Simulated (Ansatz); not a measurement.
Each is relaxed and computed with plane-wave PAW r²SCAN (Ansatz code). Which is the only one with a gap?
A) GaSb, NiAs type
B) ZnS, NiAs type
C) SiGe, NiAs type
D) InSb, NiAs type

B, ZnS, NiAs type. ZnS: gap 0.82 eV (indirect); GaSb: metal; InSb: metal; SiGe: metal. Constructed cells (a structure type filled with these elements, in neither database checked): SiGe, NiAs type. Typed or built starts, not in the databases checked: ZnS, NiAs type; GaSb, NiAs type; InSb, NiAs type. Not the usual ambient phase: ZnS, NiAs type; GaSb, NiAs type; InSb, NiAs type. All cells were relaxed under the symmetry of their starts (and spin orders); stability against distortions was not tested throughout. Spin–orbit coupling is left out wherever it is not named.

Potentials: the earlier of the program's two PAW sets.
